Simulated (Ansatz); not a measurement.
NaI:
```
CELL_PARAMETERS angstrom
      0.00000     3.23041     3.23041
      3.23041     0.00000     3.23041
      3.23041     3.23041     0.00000
ATOMIC_POSITIONS crystal
  Na 0.00000 0.00000 0.00000
  I  0.50000 0.50000 0.50000
```

Relaxed with r²SCAN.

Question: Map the electron localisation function on the plane through (0.000, 0.000, 0.000) spanned by u = [1, 0, 0] and v = [0, 1, -1] in lattice vectors, from r²SCAN (plane waves, PAW; program Ansatz).

Answer: x is the fraction of u, y of v (the angle between them is 90°; rows are the nearest grid lines); atoms in the plane: Na at (0.00, 0.00), I at (0.50, 0.50).
```
|136750000000000000057631|
|347740000000000000047743|
|677620001233332100026776|
|776300025677776520003677|
|542000268999999862000245|
|000002799999999997200000|
|000027999998899999720000|
|000269999887788999962000|
|001589998776677899985100|
|002699987653356789996200|
|003799987521125789997300|
|003799876314413678997300|
|003799876314413678997300|
|003799987521125789997300|
|002699987653356789996200|
|001589998776677899985100|
|000269999887788999962000|
|000027999998899999720000|
|000002799999999997200000|
|542000268999999862000245|
|776300025677776520003677|
|677620001233332100026776|
|347740000000000000047743|
|136750000000000000057631|
```
Scale: ten equal steps from 0.009 (start of '0') to 0.804 (end of '9'), in the order '0123456789'; x runs from 0.000 to 1.00, y from 0.000 (bottom) to 1.00 (top).

The density is the valence pseudo-density with augmentation charge, so density and ELF within about 1 Å of a nucleus are not all-electron values.

Space group Fm-3m (rock salt). The r²SCAN relaxation kept the symmetry of its start; phonons on a q-mesh show no instability. Spin–orbit coupling is left out wherever it is not named.

Potentials: the later of the program's two PAW sets.
